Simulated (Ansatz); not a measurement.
Relaxation of a randomly generated symmetric cell of NbP (space group No. 38); 2 atoms in the cell, which starts as Amm2 (No. 38), oS4; a = 4.2270 Å, b = 3.5924 Å, c = 4.8282 Å, α = 90.00°, β = 90.00°, γ = 90.00°. The numbers are results of PBEsol (plane waves to 420 eV, PAW, scalar-relativistic; Ansatz, a program for electronic structure), not measurements. Γ-centred k-mesh 6×8×8 on the run's cell (coarser than for final values), Fermi–Dirac smearing 0.05 eV. This is the first round of the run. 

The optimiser's lines from the output (shortened; P is positive under compression):

```
relax step   1: F+E_penalty+E_count = -5235.69536512 eV  Δ(F+E_penalty+E_count) = +0.000e0 eV  max|allowed force component| = 5.241e-1 eV/Å  Δτ_max = 0.0000 Å  P = -24.531 GPa  Ω = 36.658 Å³  (6 SCF iters, dr2 threshold 1.00e-7 eV, accepted)
relax step   2: F+E_penalty+E_count = -5236.32305843 eV  Δ(F+E_penalty+E_count) = -6.277e-1 eV  max|allowed force component| = 5.351e-1 eV/Å  Δτ_max = 0.0292 Å  P = -16.792 GPa  Ω = 33.556 Å³  (6 SCF iters, dr2 threshold 2.00e-7 eV, accepted)
relax step   3: F+E_penalty+E_count = -5236.80996494 eV  Δ(F+E_penalty+E_count) = -4.869e-1 eV  max|allowed force component| = 3.796e-1 eV/Å  Δτ_max = 0.0389 Å  P = -7.553 GPa  Ω = 31.529 Å³  (6 SCF iters, dr2 threshold 2.00e-7 eV, accepted)
relax step   4: F+E_penalty+E_count = -5237.23768913 eV  Δ(F+E_penalty+E_count) = -4.277e-1 eV  max|allowed force component| = 8.768e-2 eV/Å  Δτ_max = 0.0338 Å  P = +0.799 GPa  Ω = 30.375 Å³  (6 SCF iters, dr2 threshold 2.00e-7 eV, accepted)
relax step   5: F+E_penalty+E_count = -5237.52810751 eV  Δ(F+E_penalty+E_count) = -2.904e-1 eV  max|allowed force component| = 6.121e-2 eV/Å  Δτ_max = 0.0201 Å  P = +5.267 GPa  Ω = 30.055 Å³  (6 SCF iters, dr2 threshold 2.00e-7 eV, accepted)
relax step   6: F+E_penalty+E_count = -5237.64136327 eV  Δ(F+E_penalty+E_count) = -1.133e-1 eV  max|allowed force component| = 1.928e-2 eV/Å  Δτ_max = 0.0148 Å  P = +2.818 GPa  Ω = 30.607 Å³  (6 SCF iters, dr2 threshold 2.00e-7 eV, accepted)
relax step   7: F+E_penalty+E_count = -5237.66783786 eV  Δ(F+E_penalty+E_count) = -2.647e-2 eV  max|allowed force component| = 5.254e-3 eV/Å  Δτ_max = 0.0118 Å  P = +0.158 GPa  Ω = 31.136 Å³  (6 SCF iters, dr2 threshold 2.00e-7 eV, accepted)
relax step   8: F+E_penalty+E_count = -5237.66804650 eV  Δ(F+E_penalty+E_count) = -2.086e-4 eV  max|allowed force component| = 8.655e-4 eV/Å  Δτ_max = 0.0009 Å  P = -0.013 GPa  Ω = 31.172 Å³  (6 SCF iters, dr2 threshold 2.00e-7 eV, accepted)
relax step   9: F+E_penalty+E_count = -5237.66805199 eV  Δ(F+E_penalty+E_count) = -5.486e-6 eV  max|allowed force component| = 4.426e-5 eV/Å  Δτ_max = 0.0002 Å  P = -0.002 GPa  Ω = 31.171 Å³  (6 SCF iters, dr2 threshold 1.25e-8 eV, accepted)
relax step  10: F+E_penalty+E_count = -5237.67290573 eV  Δ(F+E_penalty+E_count) = -4.854e-3 eV  max|allowed force component| = 2.237e-3 eV/Å  Δτ_max = 0.0000 Å  P = +0.231 GPa  Ω = 31.171 Å³  stress off target by 6.87e-1 GPa  SCF on the basis re-selected at this cell (its energy is not comparable with the rows above)  (6 SCF iters)
relax step  11: F+E_penalty+E_count = -5237.67316876 eV  Δ(F+E_penalty+E_count) = -2.630e-4 eV  max|allowed force component| = 2.925e-4 eV/Å  Δτ_max = 0.0014 Å  P = +0.020 GPa  Ω = 31.216 Å³  (6 SCF iters, dr2 threshold 2.00e-7 eV, accepted)
relax step  12: F+E_penalty+E_count = -5237.67317142 eV  Δ(F+E_penalty+E_count) = -2.664e-6 eV  max|allowed force component| = 1.658e-6 eV/Å  Δτ_max = 0.0002 Å  P = +0.000 GPa  Ω = 31.220 Å³  (6 SCF iters, dr2 threshold 1.32e-8 eV, accepted)
relax step  13: F+E_penalty+E_count = -5237.67318689 eV  Δ(F+E_penalty+E_count) = -1.547e-5 eV  max|allowed force component| = 4.253e-7 eV/Å  Δτ_max = 0.0000 Å  P = +0.001 GPa  Ω = 31.220 Å³  stress off target by 3.29e-3 GPa  SCF on the basis re-selected at this cell (its energy is not comparable with the rows above)  (8 SCF iters)
```

From the first to the last row the energy changes by -0.99 eV/atom and the volume by -14.8 %. The last row is marked as not comparable with the walk above it, whose basis was carried along; it does compare with step 1, since both stand on a basis selected at the nominal cutoff for their own cell.

Later rounds, restarted from the end of this one on a renewed k-mesh, logged 9 more steps and released under 0.01 eV/atom more. The final structure after all rounds: P-6m2 (No. 187), hP2, AFLOW prototype AB_hP2_187_d_a (B_h, as in WC); a = b = 3.2916 Å, c = 3.3225 Å, α = β = 90.00°, γ = 120.00°. Between re-selections the logged energies stand on a plane-wave basis carried along with the cell. No spin polarisation in the result.

The run could not lose the symmetry of its start; a randomly shaken copy of 4 atoms returns to this structure.

The relaxed structure here is a generated cell of NbP: the first start was made by a random draw of sites in a space group, and the end was not matched to a known phase here, so it may be hypothetical.
